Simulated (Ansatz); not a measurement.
TiB$_{2}$ (AlB2 type, space group P6/mmm)

```
TiB2
1.0
    3.03199     0.00000     0.00000
   -1.51599     2.62578     0.00000
    0.00000     0.00000     3.22437
Ti B
1 2
Direct
  0.00000   0.00000   0.00000
  0.33333   0.66667   0.50000
  0.66667   0.33333   0.50000
```

The slice is a (1 -1 0 0) plane (indices of the conventional cell) through the point (0.667, 0.333, 0.500) (fractional), spanned by u = [110] and v = [001] in vectors of this cell: u (3.03 Å) and v (3.22 Å, at 90° to u). It covers one period; positions are fractions (u, v).

Computed with PBE (plane waves to 420 eV, PAW, scalar-relativistic; Ansatz, an electronic-structure program). k mesh 18×18×14. These are valence fields of a PAW run, semicore shells included where kept as valence: close to a nucleus they are smooth pseudo fields. TiB2 is run without spin polarisation. TiB2 was relaxed with its symmetry unable to fall.

**Question.** Predict the map of the valence electron density on the slice.

**Answer.** 
```
|34799998776665666778999974|
|66899988766555556678899986|
|88999887665555555667889998|
|89998876655544455566788999|
|88887765554444444555677888|
|77776655444433344445566777|
|66655444333333333334445566|
|44444333333333333333334444|
|33333222233444443322223333|
|22222122234455544322212222|
|11111112234566654322111111|
|00000011245677765421100000|
|00000001345788875431000000|
|00000001346788876431000000|
|00000001345788875431000000|
|00000011245677765421100000|
|11111112234566654322111111|
|22222122234455544322212222|
|33333222233444443322223333|
|44444333333333333333334444|
|66655444333333333334445566|
|77776655444433344445566777|
|88887765554444444555677888|
|89998876655544455566788999|
|88999887665555555667889998|
|66899988766555556678899986|
|34799998776665666778999974|
|13699998776666666778999963|
```
Scale: ten equal steps from -0.70 (start of '0') to -0.11 (end of '9'), in the order '0123456789'. Values: log₁₀ of the valence density in e/Å³. The map has 26 points along u (one character each, u = 0 at the left) and 28 along v (v = 0 in the bottom row). The scale is logarithmic, as a density can span decades between atoms and voids.
